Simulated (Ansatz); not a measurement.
CsHgCl₃ (cubic perovskite, space group No. 221) at seven volumes, DFT-PBEsol in the program Ansatz with PAW potentials, scaled uniformly. One row is withheld.

| V (Å³/atom) | P (GPa) |
|---|---|
| 26.621 | 4.12 |
| 27.499 | 2.48 |
| 28.376 | 1.12 |
| 29.254 | -0.01 |
| 30.131 | -0.94 |
| 31.009 | ? |
| 31.887 | -2.36 |

Task: Fit the shown pressures and predict the withheld one.

Result: P = (3/2)B₀(x^(7/2) − x^(5/2))[1 + (3/4)(B′ − 4)(x − 1)] with x = (V₀/V)^(2/3). Least squares on the six rows gives V₀ = 29.247 Å³/atom, B₀ = 34.2 GPa, B′ = 5.23. At V = 31.009, x = 0.9618 and P = -1.72 GPa. The run itself gave -1.72 GPa.

Space group Pm-3m (cubic perovskite). The workflow started from an entry of the Crystallography Open Database (COD), which files this formula under 2 space groups. Its standing as an ambient phase is unchecked. Symmetry was held in the PBEsol relaxation; of distortions, only those at the zone centre were tested. Scalar-relativistic: spin–orbit coupling is off unless named, which matters more the heavier the elements.

Potentials: the later of the program's two PAW sets.
